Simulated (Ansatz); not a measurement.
The start is a relaxed Cu cell, doubled along one cell vector, shaken by Gaussian noise of σ = 0.08 Å a coordinate. The cell and all atomic positions are relaxed at zero pressure with r2SCAN (plane waves to 500 eV, PAW, scalar-relativistic; Ansatz, a quantum-chemistry and plane-wave program). The first steps use a coarse 16×8×16 k-mesh.

Input geometry:
```yaml
crystal:
  lattice:
    - [-1.42197, 1.42197, 1.42197]
    - [2.84394, -2.84394, 2.84394]
    - [1.42197, 1.42197, -1.42197]
  atoms:
    - { symbol: Cu, position: [0.02538, 0.99297, 0.02412] }
    - { symbol: Cu, position: [0.03700, 0.52285, 0.04606] }
```

Task: What is the largest force in the starting geometry, and on which atom (counted from 1)?

Result: 0.98 eV/Å, on Cu1, Cu2 (atoms numbered as listed).

Task: By how much does the energy per atom fall from start to end?

Result: 0.07 eV/atom.

Task: How does the volume change?

Result: -0.3 %, from 11.50 to 11.46 Å³/atom.

Task: How do the shortest distances between atoms change?

Result: The closest pairs of elements (up to four, under 3.6 Å), start → end: Cu–Cu 2.34 → 2.53 Å.

Task: Is the relaxed structure metallic? Give its gap.

Result: Zero (metallic).

Final values are on a 22×22×22 k-mesh of the relaxed cell. No spin polarisation in the result.

The run could not lose the symmetry of its start.

Of the parent cell (Im-3m (No. 229)): it is a generated cell of Cu: the first start was made by placing the elements on the sites of a structure type, and the end was not matched to a known phase here, so it may be hypothetical. Known forms of Cu include space group No. 225.
